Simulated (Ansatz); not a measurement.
Relaxed structures of Li for which phonons were computed (DFPT at Γ and, for small cells, zone-boundary points). These are r2SCAN (plane waves to 500 eV, PAW, scalar-relativistic; Ansatz, a first-principles code) values and carry that method's errors.

| structure | E − E(Fm-3m, cF4, fcc (Cu type)) (eV/atom) | V (Å³/atom) |
|---|---|---|
| Pm-3m, cP1, simple cubic type | 0.12 | 21.07 |
| P6/mmm, hP3 | 0.01 | 21.02 |
| Fm-3m, cF4, fcc (Cu type) | 0.00 | 20.95 |
| Fd-3m, cF8, diamond type | 0.53 | 26.01 |
| Im-3m, cI2, bcc (W type) | 0.00 | 21.03 |
| P6₃/mmc, hP2, hcp (Mg type) | 0.00 | 21.00 |

Which of them are dynamically unstable at the sampled points?


- Pm-3m, cP1, simple cubic type: unstable, lowest mode about 170i cm⁻¹
- P6/mmm, hP3: unstable, lowest mode about 100i cm⁻¹
- Fm-3m, cF4, fcc (Cu type): nothing beyond 15i cm⁻¹
- Fd-3m, cF8, diamond type: unstable, lowest mode about 225i cm⁻¹
- Im-3m, cI2, bcc (W type): nothing beyond 15i cm⁻¹
- P6₃/mmc, hP2, hcp (Mg type): nothing beyond 15i cm⁻¹

Each run could gain symmetry but not lose that of its start, so entries can be saddle points. From databases, or of a type measured for this composition: Fm-3m, cF4, fcc (Cu type); Im-3m, cI2, bcc (W type); P6₃/mmc, hP2, hcp (Mg type); the others are generated cells (placed on structure types, drawn at random, substituted or restacked) that were not matched to a known phase here. Energies are at zero temperature and pressure, without zero-point motion. The runs use different k-meshes, so differences are rounded accordingly. No spin polarisation in the result.
